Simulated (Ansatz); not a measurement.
A relaxed structure of ZnO is spoiled in several ways and relaxed again each time (noise and exchanges are one random draw each; pressure is positive under compression). These are PBEsol (plane waves to 420 eV, PAW, scalar-relativistic; Ansatz, a first-principles code) values and carry that method's errors.

Space group P6₃mc (No. 186); a = b = 3.222 Å, c = 10.470 Å, α = β = 90.00°, γ = 120.00°

```json
[
 {"atom": "Zn", "site": "2a", "symmetry": "3m.", "x": "0.0000", "y": "0.0000", "z": "0.0007"},
 {"atom": "Zn", "site": "2b", "symmetry": "3m.", "x": "0.3333", "y": "0.6667", "z": "0.2505"},
 {"atom": "O", "site": "2a", "symmetry": "3m.", "x": "0.0000", "y": "0.0000", "z": "0.3121"},
 {"atom": "O", "site": "2b", "symmetry": "3m.", "x": "0.3333", "y": "0.6667", "z": "0.0623"}
]
```

```tsv
change	first pressure (GPa)	first V (Å³/atom)	released (eV/atom)	moves	outcome	final group	E − E(parent) (eV/atom)
with every coordinate shifted by Gaussian noise of σ = 0.2 Å	7.5	11.77	0.26	5	returns to the parent	P6₃mc	0.000
with every coordinate shifted by Gaussian noise of σ = 0.2 Å	23.7	11.77	0.74	6	returns to the parent	P6₃mc	0.000
deformed by the Cartesian strain tensor (xx, yy, zz, yz, xz, xy) = (-0.025, 0.050, -0.015, -0.026, 0.065, 0.206)	25.7	11.31	0.71	13	returns to the parent	P6₃mc	0.000
shaken by Gaussian noise of σ = 0.08 Å a coordinate	0.9	11.77	0.03	4	returns to the parent	P6₃mc	0.000
```

First-step values come from each run's starting, coarser k-mesh (8×8×3, 7×8×3). Each cell has its own k-point mesh; energy differences are given only to the digits this allows. No spin polarisation in the result.

The first start was generated by placing the elements on the sites of a structure type. A measured structure of ZnO has the same space group, P6₃mc (No. 186); the sites were not compared with it.
